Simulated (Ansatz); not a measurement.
## Is this GaSb₃ structure a true minimum?

It was reached by relaxing an invented guess, and it needn't be the stable form of this composition.

These are results of DFT PBE, scalar-relativistic, plane waves, PAW in Ansatz, not measurements. Settings: cutoff 420 eV, Γ-centred mesh 12×12×2 on the computed 8-atom cell, Gaussian smearing of 0.10 eV; no spin polarisation.

The cell below (8 atoms, space group P3m1 (No. 156)) is relaxed within its symmetry.

```
Ga Sb
1.0
     4.39726    0.00000    0.00000
    -2.19863    3.80814    0.00000
     0.00000    0.00000   14.81559
Ga Sb
2 6
Direct
  0.33333 0.66667 0.06491
  0.66667 0.33333 0.30755
  0.00000 0.00000 0.99967
  0.33333 0.66667 0.24911
  0.66667 0.33333 0.49265
  0.00000 0.00000 0.59276
  0.33333 0.66667 0.74034
  0.66667 0.33333 0.84400
```

For the test it was strained at random (σ = 1.5 % a component), the atoms were moved at random (σ = 0.05 Å), and all was relaxed again on a coarse 6×6×2 mesh (in the run’s order of axes) with 0.20 eV smearing, with no symmetry imposed.

These runs have no spin–orbit coupling, which can matter for Sb.

Task: Is the structure stable against such a distortion?

Result: It returns, within 1 meV/atom of the unmoved cell on that mesh and with the same symmetry when read at 0.1 Å (Cm at 0.01 Å, so small strains and shifts remain). No instability shows in this cell; modes of other wave vectors, which need another repeat, aren't tested.
